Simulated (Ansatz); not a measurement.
AlN:
```xyz
12
Lattice="5.3288 0.0000 0.0000 0.0000 5.3288 0.0000 0.0000 0.0000 5.3288" Properties=species:S:1:pos:R:3 pbc="T T T"
Al     1.3322     0.0000     2.6644
Al     2.6644     1.3322     0.0000
Al     2.6644     3.9966     0.0000
Al     3.9966     0.0000     2.6644
Al     0.0000     2.6644     3.9966
Al     0.0000     2.6644     1.3322
N      1.3322     2.6644     0.0000
N      0.0000     1.3322     2.6644
N      0.0000     3.9966     2.6644
N      3.9966     2.6644     0.0000
N      2.6644     0.0000     3.9966
N      2.6644     0.0000     1.3322
```

Relaxed with r²SCAN. Special points in fractions of this cell's reciprocal vectors: Γ (0.000, 0.000, 0.000); X (0.000, 0.500, 0.000); M (0.500, 0.500, 0.000); R (0.500, 0.500, 0.500).

Q: List the band energies nearest the valence-band maximum at these points for plane-wave PAW r²SCAN (Ansatz code).

A: In eV from the valence-band maximum; about four levels below and three above (degenerate sets whole), none deeper than 8.9 eV; points with the same levels are listed once.

```json
[
 {"k": "Γ", "below": "-1.27 -1.27 -1.27 0.00 0.00 0.00", "above": "3.01 4.90 7.07 7.07 7.07"},
 {"k": "X", "below": "-0.97 -0.97 -0.03 -0.03", "above": "4.67 4.67 6.74 6.74"},
 {"k": "M", "below": "-1.03 -1.03 -0.74 -0.04", "above": "5.43 5.59 5.59"},
 {"k": "R", "below": "-1.54 -1.54 -1.54 -1.54", "above": "6.45 6.45 7.55 7.55 7.55 7.55 7.55 7.55"}
]
```

Space group Pm-3n. The start of the workflow was typed in or built on a structure type; neither database checked (COD, Materials Project) lists it. It is not the phase usual at ambient conditions (space group No. 186, 216). The r²SCAN relaxation kept the symmetry of its start; whether a distortion lowers the energy is not shown.

Potentials: the later of the program's two PAW sets.
